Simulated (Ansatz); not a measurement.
The relaxed structure here is a generated cell of Mn: the first start was made by placing the elements on the sites of a structure type, and the end was not matched to a known phase here, so it may be hypothetical.

The start is a generated trial cell of Mn in the diamond structure type. Cell shape, volume and atoms are optimised at zero target pressure with PBEsol (plane waves to 420 eV, PAW, scalar-relativistic; Ansatz, a program for electronic structure). The first steps use a coarse 11×11×11 k-mesh.

Input geometry:
```
Mn
1.0
    0.00000     2.59808     2.59808
    2.59808     0.00000     2.59808
    2.59808     2.59808     0.00000
Mn
2
Cartesian
  1.29904   1.29904   1.29904
  0.00000   0.00000   0.00000
```
Spin-polarised start, with parallel moments on Mn.

Q: How much energy is released per atom?

A: 0.22 eV/atom.

Q: What band gap does the relaxed structure have at this level?

A: Zero (metallic).

Q: What magnetic moments remain?

A: Zero (the starting moments vanished).

The space group stays Fd-3m (No. 227) (the run could not lower it); the end is diamond type, with 2 atoms in the primitive cell. Final values are on a 16×16×16 k-mesh of the relaxed cell. No spin polarisation in the result: the starting moments vanished. A magnetic state may lie lower.

The run could not lose the symmetry of its start: the end is stationary, and may be a saddle point rather than a minimum.

All atoms sit on sites fixed by symmetry, so only the cell could relax.
